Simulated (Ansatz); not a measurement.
A plane-wave DFT run in Ansatz 0.2.0 (scalar-relativistic PAW potentials unless the input names others): input and command.

```yaml
crystal:
  lattice:
    - [3.07662101, 0.0, 0.0]
    - [-1.53831051, 2.66443195, 0.0]
    - [0.0, 0.0, 15.09808432]
  atoms:
    - { symbol: Si, position: [0.33333333, 0.66666667, 0.83298615] }
    - { symbol: Si, position: [0.66666667, 0.33333333, 0.33298615] }
    - { symbol: Si, position: [0.66666667, 0.33333333, 0.6665006] }
    - { symbol: Si, position: [0.33333333, 0.66666667, 0.1665006] }
    - { symbol: Si, position: [0.0, 0.0, 0.49972942] }
    - { symbol: Si, position: [0.0, 0.0, 0.99972942] }
    - { symbol: C, position: [0.0, 0.0, 0.87436641] }
    - { symbol: C, position: [0.0, 0.0, 0.37436641] }
    - { symbol: C, position: [0.33333333, 0.66666667, 0.70799678] }
    - { symbol: C, position: [0.66666667, 0.33333333, 0.20799678] }
    - { symbol: C, position: [0.66666667, 0.33333333, 0.54152164] }
    - { symbol: C, position: [0.33333333, 0.66666667, 0.04152164] }
basis:
  ecutwfc: 420
  ecutrho_ratio: 6
kpoints:
  mp_grid: { grid: [12, 12, 2] }
hamiltonian:
  xc: pbe
scf:
  occupations: { method: gaussian, width: 0.02 }
  convergence: { dr2_threshold: 0.0001 }
output:
  forces: true
  eigenvalues: true
  stress: true
relax:
  adjacent_minimum: "off"
  f_tol: 0.005
  max_steps: 80
  cell: { stress_tol: 0.05 }
```

```bash
ansatz run input.yaml --threads 4 --pin off --max-ram 8192MiB --backend cpu --events-out ev --progress --plain --runs-dir out
```

Abridged log:
```
Warning: scf.convergence.dr2_threshold = 1e-4 eV is looser than this run's default, which is 1e-7 eV or tighter. The error in the forces grows as the threshold's square root, so leave the key out unless less accurate forces are enough
Warning: relax.cell: scf.convergence.dr2_threshold = 1e-4 eV is looser than the 1.2e-9 eV advised for a relaxation that steers and ends on the stress (1e-10 eV for each atom of the cell: 12). ...
The last accepted step is kept in <dir> (removed where the run ends without a failure and the disk answers)
Pseudopotentials: kind: paw
Pseudopotential: Si, paw, valence charge 4, recommended cutoff 420 eV (normal)
Pseudopotential: C, paw, valence charge 4, recommended cutoff 420 eV (normal)
Functional definition: PBE
Crystal: 12 atoms, lattice volume = 123.766 Å³
Basis set: ecut = 420 eV, 2415 PW (Γ), exchange–correlation on 54×54×250 points (8 copies of the dense FFT grid, shifted against one another)
Bands: 36, of which v1, the nominal top of the filled ones, is band 24 counted from 1 (23 counted from 0)
Symmetry: 12 space group operations
Space group: P63mc (ITA 186), of the structure as read, at distance tolerance 5.0e-5 Å
k-points: 38 of 288
Initial density: superposition of atomic densities (neutral atoms: chi_scale 0, normalization atom), corrected by the library's trained network
Initial wavefunctions: pseudopotential atomic-orbital guess
Functional: x = pbe(κ = 0.804, μ = 0.21951497), c = pbe(β = 0.06672455)
SCF iter   1: F=—  HF=-5322.942953 eV  |F-HF|=—  |Δ(HF+E_count)|=         —  Δρ=2.64e-3  dr2=8.96e-3  ethr=1.77e-3  ⟨swp⟩=6.9  Hψ=7075  notcnv=0  defer=17
SCF iter   2: F=—  HF=-5322.942548 eV  |F-HF|=—  |Δ(HF+E_count)|=   4.05e-4  Δρ=7.37e-4  dr2=3.01e-4  ethr=1.87e-5  ⟨swp⟩=2.2  Hψ=2633  notcnv=0  defer=261
SCF iter   3: F=—  HF=-5322.942851 eV  |F-HF|=—  |Δ(HF+E_count)|=   3.03e-4  Δρ=2.93e-4  dr2=4.19e-5  ethr=6.26e-7  ⟨swp⟩=2.6  Hψ=2097  notcnv=0  defer=261
SCF iter   4: F=-5322.942928 eV  HF=-5322.942931 eV  |F-HF|=2.66e-6  |Δ(HF+E_count)|=   7.97e-5  Δρ=3.95e-5  dr2=4.73e-6  ethr=8.73e-8  ⟨swp⟩=2.0  Hψ=1995  notcnv=0  defer=261
SCF iter   5: F=-5322.942931 eV  HF=-5322.942931 eV  |F-HF|=1.95e-7  |Δ(HF+E_count)|=   6.19e-8  Δρ=1.35e-5  dr2=1.55e-7  ethr=9.86e-9  ⟨swp⟩=2.1  Hψ=1748  notcnv=0  defer=261
SCF iter   6: F=-5322.942931 eV  HF=-5322.942931 eV  |F-HF|=5.22e-9  |Δ(HF+E_count)|=   2.46e-7  Δρ=2.86e-6  dr2=7.05e-9  ethr=3.23e-10  ⟨swp⟩=7.3  Hψ=5598  notcnv=0
SCF 1 converged in 6 iterations: F = -5322.942931 eV  dr2 = 7.05e-9
relax step   1: F+E_penalty+E_count = -5322.94293121 eV  Δ(F+E_penalty+E_count) = +0.000e0 eV  max|allowed force component| = 8.850e-3 eV/Å  Δτ_max = 0.0000 Å  P = +3.918 GPa  Ω = 123.766 Å³  (6 SCF iters, accepted)
Crystal: 12 atoms, lattice volume = 124.940 Å³
   ...
SCF iter   2: F=-5322.969611 eV  HF=-5322.969611 eV  |F-HF|=3.63e-10  |Δ(HF+E_count)|=   1.34e-6  Δρ=7.56e-7  dr2=1.13e-10  ethr=1.24e-12  ⟨swp⟩=3.7  Hψ=3433  notcnv=0
SCF iter   3: F=-5322.969611 eV  HF=-5322.969611 eV  |F-HF|=9.19e-11  |Δ(HF+E_count)|=  2.91e-10  Δρ=3.67e-7  dr2=2.06e-11  ethr=1.00e-12  ⟨swp⟩=1.0  Hψ=1368  notcnv=0
SCF iter   4: F=-5322.969611 eV  HF=-5322.969611 eV  |F-HF|=1.82e-12  |Δ(HF+E_count)|=  9.55e-11  Δρ=2.55e-8  dr2=2.01e-12  ethr=1.00e-12  ⟨swp⟩=1.0  Hψ=1368  notcnv=0
SCF iter   5: F=-5322.969611 eV  HF=-5322.969611 eV  |F-HF|=9.09e-13  |Δ(HF+E_count)|=  9.09e-13  Δρ=7.82e-9  dr2=1.63e-13  ethr=1.00e-12  ⟨swp⟩=1.0  Hψ=1368  notcnv=0
SCF iter   6: F=-5322.969611 eV  HF=-5322.969611 eV  |F-HF|=9.09e-13  |Δ(HF+E_count)|=    0.00e0  Δρ=2.83e-9  dr2=5.67e-15  ethr=1.00e-12  ⟨swp⟩=1.4  Hψ=3071  notcnv=0
SCF 8 converged in 6 iterations: F = -5322.969611 eV  dr2 = 5.67e-15
SCF converged after 6 iterations
Free energy (F): -5322.969611 eV
Harris-Foulkes:  -5322.969611 eV  (|F-HF|=9.09e-13)
Internal energy: -5322.969611 eV  (E = F + TS)
E sigma→0 (E₀):  -5322.969611 eV
Fermi energy:    10.356641 eV
--- Forces (eV/Å), atoms counted from 1 ---
  atom   1  Si     0.00000000     0.00000000     0.00006820
  atom   2  Si     0.00000000     0.00000000     0.00006820
  atom   3  Si     0.00000000     0.00000000     0.00006359
  atom   4  Si     0.00000000     0.00000000     0.00006359
  atom   5  Si     0.00000000     0.00000000     0.00006285
  atom   6  Si     0.00000000     0.00000000     0.00006285
  atom   7  C      0.00000000     0.00000000    -0.00005938
  atom   8  C      0.00000000     0.00000000    -0.00005938
  atom   9  C      0.00000000     0.00000000    -0.00007321
  atom  10  C      0.00000000     0.00000000    -0.00007321
  atom  11  C      0.00000000     0.00000000    -0.00006202
  atom  12  C      0.00000000     0.00000000    -0.00006202
--- Stress (GPa, compression-positive) ---
        0.000656       0.000000       0.000000
        0.000000       0.000656       0.000000
        0.000000       0.000000       0.001562
  P = ⅓ Tr σ = 0.0010 GPa (0.010 kbar)
--- Relaxed structure (6 steps of the walk, 6 accepted, 2 SCFs on fresh bases) ---
  F+E_penalty+E_count = -5322.96961062 eV   max|allowed force component| = 7.321e-5 eV/Å   (the final SCF, on the basis selected at the relaxed cell)
  cell:  # Å, volume = 125.9831 Å³
    - [3.09500178, 2.90399768e-9, 0.0]
    - [-1.54750089, 2.68035016, 0.0]
    - [0.0, 0.0, 15.18657181]
  atoms:
    - { symbol: Si, position: [0.33333333, 0.66666666, 0.83299270] }
    - { symbol: Si, position: [0.66666666, 0.33333333, 0.33299270] }
    - { symbol: Si, position: [0.66666666, 0.33333333, 0.66650124] }
    - { symbol: Si, position: [0.33333333, 0.66666666, 0.16650124] }
    - { symbol: Si, position: [0.0, 0.0, 0.49972302] }
    - { symbol: Si, position: [0.0, 0.0, 0.99972302] }
    - { symbol: C, position: [0.0, 0.0, 0.87437135] }
    - { symbol: C, position: [0.0, 0.0, 0.37437135] }
    - { symbol: C, position: [0.33333333, 0.66666666, 0.70799920] }
    - { symbol: C, position: [0.66666666, 0.33333333, 0.20799920] }
    - { symbol: C, position: [0.66666666, 0.33333333, 0.54151348] }
    - { symbol: C, position: [0.33333333, 0.66666666, 0.04151348] }
```

Apart from outputs and empty bands, the input differs from a reference run on usual settings in basis.ecutrho_ratio: not typed → 6; scf.convergence.dr2_threshold: not typed → 0.0001. The reference, at the same start, ended its own course with a relaxed volume of 10.50 Å³/atom, pressure 0.00 GPa, largest force 0.000 eV/Å, gap on the mesh 2.03 eV. This run converged in 48 SCF iterations over all its steps (reference: 48) with an energy at zero smearing within 0.01 meV/atom of the reference's, a relaxed volume of 10.50 Å³/atom, pressure 0.00 GPa, largest force 0.000 eV/Å, gap on the mesh 2.03 eV.

The SCF went on to a residual of 5.7e-15 eV, far under the typed threshold, which therefore didn't bind.

The run took 49 s on 4 threads of Intel(R) Xeon(R) Processor @ 2.70GHz, with other jobs on the host, peak memory 0.55 GiB.